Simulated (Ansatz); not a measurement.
GePd (rock salt, space group No. 225), the program Ansatz at the r²SCAN level (PAW), all energies at zero smearing, with the estimated change up to a 700 eV cutoff added, with one set of potentials and settings (totals compare only within such a set). Cell of 2 atoms (1 Ge, 1 Pd): -11288.771 eV.

```json
[
 {"element": "Ge", "reference phase": "Fd-3m, 2 atoms in the cell", "E (eV/atom)": "-4302.9041"},
 {"element": "Pd", "reference phase": "Fm-3m, 1 atoms in the cell", "E (eV/atom)": "-6985.7456"}
]
```

Formation energy per atom, worked out: (-11288.771 − 1×(-4302.9041) − 1×(-6985.7456))/2 = -0.061 eV/atom (-6 kJ per mol of atoms), at 0 K, without zero-point energy or fitted corrections.

The cell is a constructed one: a structure type filled with these elements; neither database checked (COD, Materials Project) lists it. COD files the formula under space group No. 62, so this cell is another polymorph or a model. Whether it is the stable phase at ambient conditions was not checked. Symmetry was held in the r²SCAN relaxation. At this level the phase is mechanically unstable. The run is not spin-polarised. The references are the lowest solids computed at this level, not always the standard phases.

Potentials: the later of the program's two PAW sets.
